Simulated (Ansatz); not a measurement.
Relaxing a structure of ZnAu

The start is a relaxed ZnAu cell, doubled along one cell vector, shaken by Gaussian noise of σ = 0.08 Å a coordinate. Cell shape, volume and atoms are optimised at zero target pressure with PBEsol (plane waves to 420 eV, PAW, scalar-relativistic; Ansatz, a first-principles code). The first steps use a coarse 9×9×5 k-mesh.

Initial structure:
```
ZnAu
1.0
    0.00000     3.15174     3.15174
    3.15174     0.00000     3.15174
    6.30349     6.30349     0.00000
Au Zn
4 4
Direct
  0.28425   0.23130   0.13024
  0.23944   0.26702   0.62899
  0.99846   0.98118   0.99156
  0.03425   0.00171   0.47955
  0.75902   0.72717   0.38489
  0.74422   0.76139   0.89181
  0.47234   0.50116   0.25587
  0.51004   0.47493   0.76156
```

Task: How large is the pressure on the unrelaxed cell, and of which sign?

Result: +3.5 GPa (positive: the cell is compressed).

Task: What is the largest force in the starting geometry, and on which atom (counted from 1)?

Result: 1.85 eV/Å, on Au3 (atoms numbered as listed).

Task: By how much does the energy per atom fall from start to end?

Result: 0.19 eV/atom.

Task: How does the volume change?

Result: -1.9 %, from 15.65 to 15.35 Å³/atom.

Task: How do the shortest distances between atoms change?

Result: The closest pairs of elements (up to four, under 3.6 Å), start → end: Au–Zn 2.45 → 2.69 Å; Au–Au 2.54 → 2.85 Å; Zn–Zn 2.60 → 2.85 Å.

Task: Is the relaxed structure metallic? Give its gap.

Result: Zero (metallic).

Task: Write out the relaxed structure.

Result: 
Space group I4₁/amd, origin choice 1 (No. 141); a = 3.8049 Å, b = 3.8049 Å, c = 8.4828 Å, α = 90.00°, β = 90.00°, γ = 90.00°

```tsv
atom	site	symmetry	x	y	z
Au	4a	-4m2	0.0000	0.0000	0.0000
Zn	4b	-4m2	0.0000	0.0000	0.5000
```
(The calculation used a cell of 4 atoms; values per cell refer to that cell.)

Final values are on a 17×17×17 k-mesh of the relaxed cell. No spin polarisation in the result.

The relaxed structure here is a generated cell of ZnAu: the first start was made by a random draw of sites in a space group, and the end was not matched to a known phase here, so it may be hypothetical. Known forms of ZnAu include space group No. 221.
